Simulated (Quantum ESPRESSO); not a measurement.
# Strain and stress in Mg2ZnCaO4

These are calculations, not measurements. They come from pw.x of Quantum ESPRESSO 7.5, a plane-wave density functional program, with PseudoDojo standard norm-conserving files (v0.5 for PBE, v0.4.1 for LDA and PBEsol). The cells are made up: elements, strain and atom displacements were drawn at random, and nothing was relaxed. There is no spin polarisation, spin-orbit coupling or dispersion term.

The cell has 8 sites of a rocksalt lattice. Sites 1 to 4 hold Mg Zn Mg Ca; sites 5 to 8 hold O O O O. Cell vectors in Å: (4.585, 0.027, -0.057); (0.027, 4.548, 0.010); (-0.057, 0.010, 4.411). Settings: PBE, cutoff 1143 eV, 4 x 4 x 4 k mesh shifted by half a step, Fermi-Dirac smearing of 0.025 eV.

Each run adds a strain along z to one cell, with the atoms carried along; the vectors above are those of run 4. Stress is positive in tension and P is minus a third of its trace. E is the free energy for each atom above the lowest run shown.

| run | strain (%) | s_xx (GPa) | s_yy (GPa) | s_zz (GPa) | s_xy (GPa) | P (GPa) | E (meV/atom) |
| --- | --- | --- | --- | --- | --- | --- | --- |
| 1 | -2.40 | 4.48 | 2.45 | -5.89 | 0.93 | -0.35 | 4.22 |
| 3 | -1.16 | 5.48 | 3.51 | -2.14 | 0.95 | -2.28 | 0.64 |
| 4 | -0.33 | 6.12 | 4.19 | 0.07 | 0.96 | -3.46 | 0.00 |
| 5 | 0.82 | 6.97 | 5.09 | 2.79 | 0.97 | -4.95 | 1.18 |
| 6 | 1.42 | 7.40 | 5.53 | 4.06 | 0.97 | -5.66 | 2.64 |
| 7 | 2.02 | 7.81 | 5.97 | 5.24 | 0.98 | -6.34 | 4.63 |
| 2 | -2.05 | ? | ? | ? | ? | ? | ? |

A rerun of one of these cells at 1437 eV and k mesh 6 x 6 x 6 moved values by no more than 0.002 eV in the cell's energy, 0.05 GPa in stress and 0.003 eV/Å in force.

## Worked fit

A parabola through the six runs shown gives s_zz = 0.90 + 2.45 e - 0.154 e² GPa, with e in per cent and a scatter of 0.02 GPa. The slope is a stiffness of 245 ± 3 GPa for each unit of this strain at e = 0. The atoms are clamped, and relaxing them would in general lower it. The error is the larger of the fit's own and the change that a cubic makes, rounded up.

## Withheld run

Question: what s_zz should run 2 give?

The fit gives -4.77 GPa. The calculation gave -4.78 GPa.

```
run,strain (%),s_xx (GPa),s_yy (GPa),s_zz (GPa),s_xy (GPa),P (GPa),E (meV/atom)
2,-2.05,4.77,2.76,-4.78,0.94,-0.92,2.87
```